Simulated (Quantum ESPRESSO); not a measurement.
# MgSn3Ir3Al: input and log of a self-consistent run

Simulated, not a measurement. The program is pw.x of Quantum ESPRESSO 7.5 (plane-wave density functional theory). The cell is made up: eight metal atoms on a hexagonal close-packed lattice, with elements, volume, strain and displacements drawn at random and not relaxed, so it may be unstable or far from any real phase. PseudoDojo standard norm-conserving files set the functional (PBE unless stated); there is no spin polarisation or spin-orbit coupling, the Fermi-Dirac width of 0.25 eV means electrons at about 2900 K, and the masses in the input are unused placeholders. The tin pseudopotential is less sure than most, with forces differing by about three percent from a second method on plain tin. Heavy elements are run without spin-orbit coupling, which real alloys of them have. A spin test at this wide smearing found no moment, but such smearing suppresses magnetism that the real alloy may have.

Input:

```
&control calculation='scf', pseudo_dir='./dojo.nc.sr.pbe.v0_5.standard.upf', outdir='./o', disk_io='minimal', tprnfor=.true., tstress=.true. /
&system ibrav=0, nat=8, ntyp=4, nbnd=65, ecutwfc=84.00895049, nosym=.true., tot_charge=0,
 occupations='smearing', smearing='fd', degauss=0.0183746611
/
&electrons conv_thr=1.470e-08, electron_maxstep=70, mixing_beta=0.5 /
ATOMIC_SPECIES
Al 1.0 Al.upf
Ir 1.0 Ir.upf
Mg 1.0 Mg.upf
Sn 1.0 Sn.upf
CELL_PARAMETERS angstrom
0.0854 -0.0305 5.0276
5.9888 0.0396 0.1024
-2.9601 5.056 -0.0828
ATOMIC_POSITIONS angstrom
Mg 0.075 0.0676 0.1987
Sn -1.5488 2.6237 0.0314
Sn 2.9589 0.0858 0.1673
Ir 1.4918 2.49 -0.0054
Sn 0.0736 1.5498 2.3836
Ir -1.4186 4.3007 2.4352
Ir 3.1175 1.6598 2.7021
Al 1.5548 4.3198 2.5473
K_POINTS automatic
5 5 5 1 1 1
```

The log is shortened where brackets say so; the opening notice, blank lines, dates and the lines on written files are dropped, and the path of the files is cut. It prints rydbergs, bohrs and kilobars, and counts compression as positive stress. Its total energy is the free energy E - TS of the whole cell.

```
     Program PWSCF v.7.5
     Parallel version (MPI & OpenMP), running on       4 processor cores
     Number of MPI processes:                 4
     Threads/MPI process:                     1
     [start-up lines left out]
     bravais-lattice index     =            0
     lattice parameter (alat)  =       9.5023  a.u.
     unit-cell volume          =    1030.9534 (a.u.)^3
     number of atoms/cell      =            8
     number of atomic types    =            4
     number of electrons       =       106.00
     number of Kohn-Sham states=           65
     kinetic-energy cutoff     =      84.0090  Ry
     charge density cutoff     =     336.0358  Ry
     scf convergence threshold =      1.5E-08
     mixing beta               =       0.5000
     number of iterations used =            8  plain     mixing
     Exchange-correlation= PBE
                           (   1   4   3   4   0   0   0)
     [axes and pseudopotential details left out]
   Cartesian axes
     site n.     atom                  positions (alat units)
         1        Mg     tau(   1) = (   0.0149152   0.0134436   0.0395154  )
         2        Sn     tau(   2) = (  -0.3080094   0.5217745   0.0062445  )
         3        Sn     tau(   3) = (   0.5884356   0.0170630   0.0332709  )
         4        Ir     tau(   4) = (   0.2966738   0.4951856  -0.0010739  )
         5        Sn     tau(   5) = (   0.0146368   0.3082083   0.4740258  )
         6        Ir     tau(   6) = (  -0.2821166   0.8552790   0.4842875  )
         7        Ir     tau(   7) = (   0.6199763   0.3300840   0.5373659  )
         8        Al     tau(   8) = (   0.3092026   0.8590774   0.5065808  )
     number of k points=    63  Fermi-Dirac smearing, width (Ry)=  0.0184
                       cart. coord. in units 2pi/alat
        k(    1) = (   0.0812787   0.1486702   0.0995376), wk =   0.0320000
        k(    2) = (   0.0799475   0.3468198   0.1007622), wk =   0.0320000
     [further k points left out]
     Dense  grid:   107197 G-vectors     FFT dimensions: (  60,  72,  72)
     Estimated max dynamical RAM per process >     406.02 MB
     Estimated total dynamical RAM >       1.51 GB
     Initial potential from superposition of free atoms
     starting charge     105.9917, renormalised to     106.0000
     Starting wfcs are   66 randomized atomic wfcs
     total cpu time spent up to now is       14.7 secs
     per-process dynamical memory:   320.3 Mb
     Self-consistent Calculation
     iteration #  1     ecut=    84.01 Ry     beta= 0.50
     Davidson diagonalization with overlap
     ethr =  1.00E-02,  avg # of iterations =  5.7
     Threshold (ethr) on eigenvalues was too large:
     Diagonalizing with lowered threshold
     Davidson diagonalization with overlap
     ethr =  7.37E-04,  avg # of iterations =  1.6
     total cpu time spent up to now is       84.2 secs
     total energy              =   -1286.80785916 Ry
     estimated scf accuracy    <       0.76101238 Ry
     iteration #  2     ecut=    84.01 Ry     beta= 0.50
     Davidson diagonalization with overlap
     ethr =  7.18E-04,  avg # of iterations =  2.5
     total cpu time spent up to now is      121.1 secs
     total energy              =   -1286.76933899 Ry
     estimated scf accuracy    <       2.96995087 Ry
     iteration #  3     ecut=    84.01 Ry     beta= 0.50
     Davidson diagonalization with overlap
     ethr =  7.18E-04,  avg # of iterations =  2.0
     total cpu time spent up to now is      156.8 secs
     total energy              =   -1287.14993446 Ry
     estimated scf accuracy    <       0.15413184 Ry
     iteration #  4     ecut=    84.01 Ry     beta= 0.50
     Davidson diagonalization with overlap
     ethr =  1.45E-04,  avg # of iterations =  2.1
     total cpu time spent up to now is      189.9 secs
     total energy              =   -1287.16931062 Ry
     estimated scf accuracy    <       0.07181423 Ry
     iteration #  5     ecut=    84.01 Ry     beta= 0.50
     Davidson diagonalization with overlap
     ethr =  6.77E-05,  avg # of iterations =  1.5
     total cpu time spent up to now is      217.7 secs
     total energy              =   -1287.17396804 Ry
     estimated scf accuracy    <       0.00954161 Ry
     [iterations 6 to 7 left out]
     iteration #  8     ecut=    84.01 Ry     beta= 0.50
     Davidson diagonalization with overlap
     ethr =  1.07E-07,  avg # of iterations =  5.0
     total cpu time spent up to now is      323.2 secs
     total energy              =   -1287.17640904 Ry
     estimated scf accuracy    <       0.00002365 Ry
     iteration #  9     ecut=    84.01 Ry     beta= 0.50
     Davidson diagonalization with overlap
     ethr =  2.23E-08,  avg # of iterations =  2.0
     total cpu time spent up to now is      352.9 secs
     total energy              =   -1287.17641139 Ry
     estimated scf accuracy    <       0.00000211 Ry
     iteration # 10     ecut=    84.01 Ry     beta= 0.50
     Davidson diagonalization with overlap
     ethr =  1.99E-09,  avg # of iterations =  2.1
     total cpu time spent up to now is      385.2 secs
     total energy              =   -1287.17641170 Ry
     estimated scf accuracy    <       0.00000017 Ry
     iteration # 11     ecut=    84.01 Ry     beta= 0.50
     Davidson diagonalization with overlap
     ethr =  1.59E-10,  avg # of iterations =  2.7
     total cpu time spent up to now is      417.7 secs
     total energy              =   -1287.17641173 Ry
     estimated scf accuracy    <       0.00000003 Ry
     iteration # 12     ecut=    84.01 Ry     beta= 0.50
     Davidson diagonalization with overlap
     ethr =  2.54E-11,  avg # of iterations =  3.5
     total cpu time spent up to now is      446.7 secs
     End of self-consistent calculation
     [lines on levels left out]
!    total energy              =   -1287.17641173 Ry
     estimated scf accuracy    <       0.00000001 Ry
     smearing contrib. (-TS)   =      -0.07225197 Ry
     internal energy E=F+TS    =   -1287.10415976 Ry
     The total energy is F=E-TS. E is the sum of the following terms:
     one-electron contribution =    -450.74420219 Ry
     hartree contribution      =     281.93188279 Ry
     xc contribution           =    -281.54528022 Ry
     ewald contribution        =    -836.74656015 Ry
     convergence has been achieved in  12 iterations
     Forces acting on atoms (cartesian axes, Ry/au):
     atom    1 type  3   force =    -0.00754436   -0.03137676   -0.05736778
     atom    2 type  4   force =    -0.02147929    0.00392328   -0.01440166
     atom    3 type  4   force =     0.00883714    0.00187556   -0.00593001
     atom    4 type  2   force =    -0.01590287    0.03022743    0.00215614
     atom    5 type  4   force =     0.04428397    0.07425391    0.05971416
     atom    6 type  2   force =    -0.01608997   -0.01948218    0.00339106
     atom    7 type  2   force =     0.02229973   -0.00354458   -0.00127087
     atom    8 type  1   force =    -0.01440436   -0.05587665    0.01370896
     Total force =     0.148405     Total SCF correction =     0.000337
     Computing stress (Cartesian axis) and pressure
          total   stress  (Ry/bohr**3)                   (kbar)     P=      -55.12
  -0.00055037   0.00015680  -0.00002392          -80.96       23.07       -3.52
   0.00015680  -0.00021866   0.00010353           23.07      -32.17       15.23
  -0.00002392   0.00010353  -0.00035506           -3.52       15.23      -52.23
     init_run     :     13.93s CPU     14.48s WALL (       1 calls)
     electrons    :    429.97s CPU    432.06s WALL (       1 calls)
     forces       :      3.96s CPU      4.00s WALL (       1 calls)
     stress       :     15.15s CPU     15.46s WALL (       1 calls)
     [timing details left out]
     PWSCF        :   7m43.35s CPU   7m46.37s WALL
     JOB DONE.
```

In other units: free energy -17512.927 eV for the cell, pressure -5.51 GPa, largest force component 1.909 eV/Å in size. The run took 468 s of wall time with four MPI processes on a shared machine (Intel Xeon, 2023 or later, virtual cores), so the time is rough. A rerun of this cell at a higher cutoff and on a denser mesh moved values by no more than 0.005 eV in energy, 0.04 GPa in stress and 0.019 eV/Å in force, and a second program with other atomic files agreed on that cell to 2 % rms in force and 0.5 GPa in pressure.